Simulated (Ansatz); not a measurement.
C:
```cif
data_C4
_chemical_formula_sum 'C4'
_space_group_name_H-M_alt 'P63/mmc'
_space_group_IT_number 194
_space_group_name_Hall '-P 6c 2c'
_cell_length_a 2.46645
_cell_length_b 2.46645
_cell_length_c 8.66295
_cell_angle_alpha 90.000
_cell_angle_beta 90.000
_cell_angle_gamma 120.000
loop_
_atom_site_label
_atom_site_type_symbol
_atom_site_symmetry_multiplicity
_atom_site_Wyckoff_symbol
_atom_site_fract_x
_atom_site_fract_y
_atom_site_fract_z
_atom_site_occupancy
C1 C 2 b 0.00000 0.00000 0.25000 1
C2 C 2 c 0.33333 0.66667 0.25000 1
```

Relaxed with PBE.

Question: Which orbitals make up the states near the Fermi level in the program Ansatz at the PBE level (PAW)?

Answer: Within 0.5 eV of the Fermi level: C 2p 99 %. Projections are on Löwdin-orthogonalised atomic valence shells; empty p or d shells of many metals are not among them.

Question: Tabulate the density of states.

Answer: States/eV per cell of 4 atoms, in 0.25 eV bins, energy from the Fermi level.

```tsv
E (eV)	total	C 2p	C 2s
-7.85	0.93	0.81	0.11
-7.60	1.21	1.09	0.10
-7.35	1.47	1.35	0.10
-7.10	1.60	1.48	0.09
-6.85	1.77	1.66	0.09
-6.60	2.08	1.98	0.07
-6.35	1.86	1.79	0.05
-6.10	1.95	1.86	0.07
-5.85	1.52	1.46	0.05
-5.60	1.29	1.25	0.04
-5.35	1.41	1.36	0.04
-5.10	1.35	1.31	0.03
-4.85	1.26	1.22	0.02
-4.60	1.21	1.18	0.02
-4.35	1.18	1.16	0.02
-4.10	1.15	1.14	0.01
-3.85	1.13	1.12	0.01
-3.60	1.11	1.10	0.01
-3.35	1.12	1.11	0.00
-3.10	0.96	0.96	0.00
-2.85	0.76	0.75	0.00
-2.60	0.90	0.90	0.00
-2.35	1.12	1.12	0.00
-2.10	0.72	0.71	0.00
-1.85	0.54	0.54	0.00
-1.60	0.42	0.42	0.00
-1.35	0.34	0.34	0.00
-1.10	0.26	0.26	0.00
-0.85	0.20	0.20	0.00
-0.60	0.14	0.14	0.00
-0.35	0.08	0.08	0.00
-0.10	0.00	0.00	0.00
0.15	0.01	0.01	0.00
0.40	0.11	0.11	0.00
0.65	0.16	0.16	0.00
0.90	0.24	0.24	0.00
1.15	0.35	0.35	0.00
1.40	0.52	0.51	0.00
1.65	1.15	1.11	0.00
1.90	0.99	0.95	0.00
2.15	0.74	0.71	0.00
2.40	0.64	0.62	0.00
2.65	0.58	0.56	0.00
2.90	0.54	0.52	0.00
3.15	0.56	0.49	0.00
3.40	0.60	0.47	0.00
3.65	0.62	0.45	0.00
3.90	0.64	0.43	0.00
4.15	0.66	0.42	0.00
4.40	0.64	0.40	0.00
4.65	0.66	0.39	0.00
```

Space group P6_3/mmc (graphite). Symmetry was held in the PBE relaxation. The volume lies over 15 % above that of the usual cell of this phase: another minimum, or an error of the functional. A crystal of weakly bound layers computed without a dispersion correction: the cell and the soft elastic constants depend strongly on that.

Potentials: the later of the program's two PAW sets.
